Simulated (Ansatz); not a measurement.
NaLiZnS₂:
```
CELL_PARAMETERS angstrom
      3.94364     0.00000     0.00000
     -1.97182     3.41529     0.00000
      0.00000     0.00000     6.75093
ATOMIC_POSITIONS crystal
  Na 0.00000 0.00000 0.02455
  Li 0.33333 0.66667 0.35602
  Zn 0.66667 0.33333 0.61298
  S  0.33333 0.66667 0.73501
  S  0.66667 0.33333 0.27143
```

Relaxed with r²SCAN.

### Question
Tabulate the valence density and the electron localisation function along the shortest Li–S contact (2.35 Å), DFT-r²SCAN in the program Ansatz with PAW potentials.

### Answer


| distance from Li (Å) | density (e/Å³) | ELF |
|---|---|---|
| 0.23 | 6.12 | 0.99 |
| 0.35 | 3.41 | 0.92 |
| 0.47 | 1.39 | 0.51 |
| 0.59 | 0.41 | 0.10 |
| 0.70 | 0.17 | 0.04 |
| 0.82 | 0.16 | 0.09 |
| 0.94 | 0.20 | 0.37 |
| 1.06 | 0.27 | 0.72 |
| 1.17 | 0.36 | 0.83 |
| 1.29 | 0.50 | 0.87 |
| 1.41 | 0.68 | 0.88 |
| 1.53 | 0.89 | 0.88 |
| 1.64 | 1.08 | 0.85 |
| 1.76 | 1.17 | 0.78 |
| 1.88 | 1.08 | 0.59 |
| 2.00 | 0.80 | 0.28 |
| 2.11 | 0.41 | 0.05 |

The density is the valence pseudo-density with augmentation charge, so density and ELF within about 1 Å of a nucleus are not all-electron values.

Space group P3m1. The workflow started from a Materials Project entry (that database holds measured and hypothetical structures alike); the Crystallography Open Database copy checked does not list it. Its standing as an ambient phase is unchecked. The cell was relaxed with r²SCAN under the symmetry of its start; its stability against distortions is not shown here.

Potentials: the later of the program's two PAW sets.
